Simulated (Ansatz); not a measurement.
An Ansatz (a quantum-chemistry and plane-wave program) run. Input:

Ansatz 0.2 input:
```yaml
crystal:
  lattice:
    - [0.0, 2.7163560276, 2.7163560276]
    - [2.7163560276, 0.0, 2.7163560276]
    - [2.7163560276, 2.7163560276, 0.0]
  atoms:
    - { symbol: Rh, position: [0.0, 0.0, 0.0] }
    - { symbol: Rh, position: [0.25, 0.25, 0.25] }
kpoints:
  mp_grid: { grid: [27, 27, 27] }
hamiltonian:
  xc: pbesol
  pseudopotentials: { kind: paw }
scf:
  occupations: { method: fermi_dirac, width: 0.1 }
elastic: { mode: relaxed_ion, stencil: two_point, amplitude: 0.005, f_tol: 0.0005 }
```

Output (shortened):

```
Pseudopotential: Rh, paw, valence charge 17
Functional definition: PBEsol
Crystal: 2 atoms, lattice volume = 40.086 Å³
Basis set: ecut = 420 eV, 749 PW (Γ), exchange–correlation on 54×54×54 points (8 copies of the dense FFT grid, shifted against one another)
Bands: 21, of which v1, the nominal top of the filled ones, is band 17 counted from 1 (16 counted from 0)
Symmetry: 48 space group operations
Space group: Fd-3m (ITA 227), of the structure as read, at distance tolerance 3.4e-5 Å
k-points: 560 of 19683
the search or the solves at the SCF's close seem to have found levels that the self-consistency loop had missed (the run counts 1) …
SCF 1 converged in 9 iterations: F = -12674.959115 eV  dr2 = 4.05e-14
Crystal: 2 atoms, lattice volume = 39.885 Å³
Symmetry: 16 space group operations
k-points: 1470 of 19683
SCF 2 converged in 9 iterations: F = -12674.958366 eV  dr2 = 5.35e-14
Crystal: 2 atoms, lattice volume = 40.286 Å³
Basis set: ecut = 420 eV, 757 PW (Γ), exchange–correlation on 54×54×54 points (8 copies of the dense FFT grid, shifted against one another)
SCF 3 converged in 6 iterations: F = -12674.959000 eV  dr2 = 5.77e-14
Crystal: 2 atoms, lattice volume = 40.086 Å³
Symmetry: 8 space group operations
k-points: 2744 of 19683
SCF 4 converged in 12 iterations: F = -12674.958784 eV  dr2 = 4.91e-15
relax step   1: F+E_penalty+E_count = -12674.95878432 eV  Δ(F+E_penalty+E_count) = +0.000e0 eV  max|allowed force component| = 8.465e-2 eV/Å  Δτ_max = 0.0000 Å  (12 SCF iters, accepted)
Crystal: 2 atoms, lattice volume = 40.086 Å³
SCF 5 converged in 10 iterations: F = -12674.959059 eV  dr2 = 2.92e-15
relax step   2: F+E_penalty+E_count = -12674.95905934 eV  Δ(F+E_penalty+E_count) = -2.750e-4 eV  max|allowed force component| = 2.829e-2 eV/Å  Δτ_max = 0.0024 Å  (10 SCF iters, accepted)
Crystal: 2 atoms, lattice volume = 40.086 Å³
SCF 6 converged in 9 iterations: F = -12674.959094 eV  dr2 = 6.84e-14
relax step   3: F+E_penalty+E_count = -12674.95909392 eV  Δ(F+E_penalty+E_count) = -3.459e-5 eV  max|allowed force component| = 4.755e-7 eV/Å  Δτ_max = 0.0012 Å  (9 SCF iters, accepted)
Crystal: 2 atoms, lattice volume = 40.086 Å³
SCF 7 converged in 6 iterations: F = -12674.959094 eV  dr2 = 1.30e-15
Crystal: 2 atoms, lattice volume = 40.086 Å³
SCF 8 converged in 12 iterations: F = -12674.958784 eV  dr2 = 4.92e-15
relax step   1: F+E_penalty+E_count = -12674.95878432 eV  Δ(F+E_penalty+E_count) = +0.000e0 eV  max|allowed force component| = 8.465e-2 eV/Å  Δτ_max = 0.0000 Å  (12 SCF iters, accepted)
Crystal: 2 atoms, lattice volume = 40.086 Å³
SCF 9 converged in 10 iterations: F = -12674.959094 eV  dr2 = 8.48e-15
relax step   2: F+E_penalty+E_count = -12674.95909392 eV  Δ(F+E_penalty+E_count) = -3.096e-4 eV  max|allowed force component| = 1.070e-6 eV/Å  Δτ_max = 0.0037 Å  (10 SCF iters, accepted)
Crystal: 2 atoms, lattice volume = 40.086 Å³
SCF 10 converged in 6 iterations: F = -12674.959094 eV  dr2 = 2.11e-16
SCF converged after 9 iterations
Free energy (F): -12674.959115 eV
Harris-Foulkes:  -12674.959115 eV  (|F-HF|=1.82e-12)
Internal energy: -12674.859785 eV  (E = F + TS)
E sigma→0 (E₀):  -12674.909450 eV
Entropy (-TS):   -0.099330 eV (-49.665 meV/atom)
Fermi energy:    13.927491 eV
--- Per-component energies (eV) ---
  E_band       = -461.475245
  E_kinetic    = 1144.185249
  E_local      = -4621.565895  (includes V_loc(G=0)·N_el)
  E_nonlocal   = 717.621514
  E_hartree    = 1697.791924
  E_xc         = -437.720855
  E_vxc        = -551.264793  (∫ρ·V_xc dr)
  E_paw        = -7049.398672  (= ΣΔE_a)
  E_vpaw       = -546.036790  (= ΣTr[D̂ρ^β])
  E_aug_tail   = 0.001622  (compensation charges beyond the density's cutoff)
  E_ewald      = -4126.327072
  E_core_change = 0.552399  (= ΣΔE_core)
  E_smearing   = -0.099330  (= −TS)
  E_closure    =  0.000000  (closes the sum)
  Σ components = -12674.959115   (vs F -12674.959115, Δ=0.00e0)
--- Forces (eV/Å), atoms counted from 1 ---
  atom   1  Rh     0.00000000     0.00000000     0.00000000
  atom   2  Rh     0.00000000     0.00000000     0.00000000
  max |Σ_I F_I| component: 9.25e-18 eV/Å
--- Stress (GPa, compression-positive) ---
        0.252147       0.000000       0.000000
        0.000000       0.252147       0.000000
        0.000000       0.000000       0.252147
  P = ⅓ Tr σ = 0.2521 GPa (2.521 kbar)
--- Band table (eV; the first three rows and the last of 560) ---
  k-point 0: bands = ["-65.1690", "-64.8005", "-33.2696", "-33.2696", "-33.2696", "-32.5741", "-32.5741", "-32.5741", "8.0121", "9.4356", "9.4356", "9.8221", "9.8221", "9.8221", "12.4149", "12.4149", "12.4149", "14.3559", "14.3559", "26.4919", "26.7886"]
  k-point 1: bands = ["-65.1680", "-64.8014", "-33.2707", "-33.2707", "-33.2693", "-32.5745", "-32.5730", "-32.5730", "8.0368", "9.4155", "9.4155", "9.8218", "9.8503", "9.8503", "12.3992", "12.4110", "12.4110", "14.3557", "14.3557", "25.9575", "26.6653"]
  k-point 2: bands = ["-65.1653", "-64.8043", "-33.2739", "-33.2739", "-33.2684", "-32.5756", "-32.5697", "-32.5697", "8.1099", "9.3699", "9.3699", "9.8217", "9.9188", "9.9188", "12.3536", "12.4008", "12.4008", "14.3547", "14.3547", "25.0961", "26.2892"]
  k-point 559: bands = ["-64.9933", "-64.9786", "-33.4206", "-33.4139", "-32.9437", "-32.9034", "-32.4275", "-32.4215", "8.7544", "8.7897", "10.2307", "10.3506", "11.0471", "11.2067", "11.6145", "11.7355", "14.6271", "14.6443", "16.4398", "16.6680", "17.2469"]…
--- Elastic constants: 2 strain directions × 2 members + reference (group order 48) ---
  dense FFT box of the reference and of every strained cell: 27×27×27
  strains applied: 11, 23; error gains: componentwise 1.00 (the most a stress slope's error grows in a printed constant), spectral 1.73 (1 for all six strains …
  C = ∂σ_k/∂η_j (tension-positive GPa; Voigt order 11 22 33 23 13 12):
       137.618    155.634    155.634      0.000      0.000      0.000
       155.634    137.618    155.634      0.000      0.000      0.000
       155.634    155.634    137.618      0.000      0.000      0.000
         0.000      0.000      0.000      6.474      0.000      0.000
         0.000      0.000      0.000      0.000      6.474      0.000
         0.000      0.000      0.000      0.000      0.000      6.474
  reference stress σ⁰ (GPa):     -0.252     -0.252     -0.252      0.000      0.000      0.000
  moduli (Voigt/Reuss/Hill, GPa): K = 149.63/149.63/149.63   G = 0.28/20.71/10.50   E = 30.77   ν = 0.466
  mechanically stable: NO (min eigenvalue of sym C = -18.02 GPa)
  strain η (Voigt 11):  stress-route row diagonal C_11 = 137.62 GPa, energy-path curvature d²(F+E_count+ΔE)/dδ²/Ω₀ = 137.60 GPa
         δ    σ_11 (GPa)             F (eV)   n_scf  n_hpsi   n_pw
    -5.000e-3      -0.9452      -12674.9583663       9  601662    797   relax 0 steps, max|allowed force component| 4.34e-18 eV/Å
     5.000e-3       0.4310      -12674.9590004       6  434638    817   relax 0 steps, max|allowed force component| 6.07e-18 eV/Å
  strain η (Voigt 23):  stress-route row diagonal C_44 = 6.47 GPa, energy-path curvature d²(F+E_count+ΔE)/dδ²/Ω₀ = 6.59 GPa
         δ    σ_23 (GPa)             F (eV)   n_scf  n_hpsi   n_pw
    -5.000e-3      -0.0324      -12674.9590939       6  772798    807   relax 3 steps, max|allowed force component| 4.75e-7 eV/Å
     5.000e-3       0.0324      -12674.9590939       6  748574    807   relax 2 steps, max|allowed force component| 1.07e-6 eV/Å
```

Cost: around 17 core-minutes (rough) on shared cores.

The start of the workflow was typed in or built on a structure type; neither database checked (COD, Materials Project) lists it. It is not the phase usual at ambient conditions (space group No. 225). The PBEsol relaxation kept the symmetry of its start. At this level the phase is mechanically unstable. No spin polarisation was allowed. As this level gives no gap, shear constants depend on the k-mesh and smearing (Fermi–Dirac, 0.1 eV here). Spin–orbit coupling is left out wherever it is not named.

Potentials: the later of the program's two PAW sets.

Ansatz is a plane-wave DFT program.
